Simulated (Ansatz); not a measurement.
**Ca: stationary points along a deformation path**

Method: Ansatz 0.2.0, DFT PBEsol, scalar-relativistic, plane waves, PAW. Settings: plane waves to 420 eV, k-mesh 16×16×8 (Γ-centred), Gaussian smearing 0.15 eV. No spin polarisation. Energies are free energies at this smearing, counted from the undisturbed cell; pressure is positive in compression.

Zero of the scan (as given, not relaxed at this level; it stands at -1.1 GPa; this form isn't the usual structure):

```yaml
crystal:
  lattice:
    - [1.97128, -3.39549, 0.00000]
    - [1.97128, 3.39549, 0.00000]
    - [0.00000, 0.00000, 6.50911]
  atoms:
    - { symbol: Ca, position: [0.83559, 0.16441, 0.25000] }
    - { symbol: Ca, position: [0.16441, 0.83559, 0.75000] }
```

At fixed volume and fractional coordinates, lengths along (0.000, 0.000, 1.000) are scaled against those across it; ρ is that ratio over its starting value. V = 43.568 Å³/atom. Δσ is the stress along the axis less the mean stress across it (compression positive).

```csv
ρ,ΔE (meV/atom),Δσ (GPa),space group
0.850,50.7,3.38,Cmcm
0.920,13.4,1.79,Cmcm
0.960,2.8,0.92,Cmcm
1.000,0.0,-0.18,Cmcm
1.050,8.1,-1.70,Cmcm
1.100,29.4,-3.36,Cmcm
1.200,106.5,-6.30,Cmcm
```

Question: How does the stress give the slope of the energy, and where is the energy stationary?

Answer: Along the path d ln(length) is 2/3 d ln ρ on the axis and −1/3 d ln ρ across it, so dE/d ln ρ = −(2/3) V Δσ: the energy falls with ρ where Δσ is positive. Δσ vanishes or changes sign between ρ = 0.960 and 1.000, a minimum (near 0.99 by linear interpolation). Pairs of stationary points between two samples would go unseen, and could change a minimum read from distant neighbours into a maximum.

Question: Integrate that slope from ρ = 1 to 0.850 by the trapezoid rule.

Answer: With V/N in Å³ and 1 eV/Å³ = 160.2 GPa the slopes at ρ = 1.000, 0.960, 0.920, 0.850 are 33, -167, -324, -613 meV/atom per unit of ln ρ. The steps add 2.7 + 10.4 + 37.1 = 50.2 meV/atom, against 50.7 from the energies; the trapezoid rule misses the curvature of the slope within each step.

Forces appear on the atoms along this scan, and letting them relax would lower the energy and soften the response. In a metal these slopes depend on the k mesh and the smearing.